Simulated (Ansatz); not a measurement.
Consider the following.

SiGe:
```
CELL_PARAMETERS angstrom
      3.95964     0.00000     0.00000
      0.00000     3.96618     0.00000
      0.00000     0.00000     5.59580
ATOMIC_POSITIONS crystal
  Si 0.75000 0.00000 0.88093
  Si 0.25000 0.00000 0.11907
  Ge 0.25000 0.50000 0.36856
  Ge 0.75000 0.50000 0.63144
```

This is the PBE-relaxed structure. x, y and z are the axes in which the lattice vectors are written.

Q: All from the program Ansatz at the PBE level (PAW), unless another level is named. Estimate the hole effective mass.

A: 0.052, 0.25, 2.0 mₑ (principal values).

Q: Predict the hole effective mass with spin–orbit coupling.

A: 0.062, 0.22, 0.26 mₑ (principal values).

Q: Predict the smallest direct gap on the standard path.

A: 0.60 eV.

Q: Next, the valence-band maximum?

A: at Γ.

Q: Next, the conduction-band minimum?

A: at T (k = 0.000, 0.500, 0.500).

Space group Pmma. The start of the workflow was typed in or built on a structure type; neither database checked (COD, Materials Project) lists it. Its standing as an ambient phase is unchecked. The cell was relaxed with PBE under the symmetry of its start; whether a distortion lowers the energy is not shown. Spin–orbit coupling is left out wherever it is not named.

Potentials: the later of the program's two PAW sets.
